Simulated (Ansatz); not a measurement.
Ba2LaTaO6 in space group C2/m (No. 12; Pearson symbol mS20), r²SCAN in the plane-wave PAW code Ansatz. The conduction-band minimum lies at Y2, with 1 equivalent valley. Second derivatives d²E/dk² of the lowest band at one valley (eV·Å²), along Cartesian directions:

```json
[
 {"direction": "[100]", "d²E/dk²": "6.687"},
 {"direction": "[010]", "d²E/dk²": "15.29"},
 {"direction": "[001]", "d²E/dk²": "8.181"},
 {"direction": "[110]", "d²E/dk²": "10.99"},
 {"direction": "[101]", "d²E/dk²": "1.015"},
 {"direction": "[011]", "d²E/dk²": "11.74"}
]
```

Find the principal effective masses, the density-of-states mass and the conductivity mass.

Off-diagonal terms follow from H_xy = H[110] − (H_xx + H_yy)/2, and m*/mₑ = 7.620 eV·Å² over each eigenvalue: 0.50, 0.55, 7.8. One valley's DOS mass (m₁m₂m₃)^(1/3) = 1.3, conductivity mass 3/(Σ 1/mᵢ) = 0.76 mₑ.

What effective density of states Nc follows at 300 K for parabolic valleys?

Nc = 2.509e19 × 1 × (1.3)^(3/2) ≈ 3.7e19 cm⁻³.

The first step of the workflow began from a Materials Project structure, measured or hypothetical; the Crystallography Open Database copy checked does not list it. Its standing as an ambient phase is unchecked. Symmetry was held in the r²SCAN relaxation; its stability against distortions is not shown here. No spin polarisation was allowed. Scalar-relativistic: spin–orbit coupling is off unless named, which matters more the heavier the elements.

Potentials: the later of the program's two PAW sets.

Edges and masses are those of Kohn–Sham bands, whose gap is no quasiparticle gap.
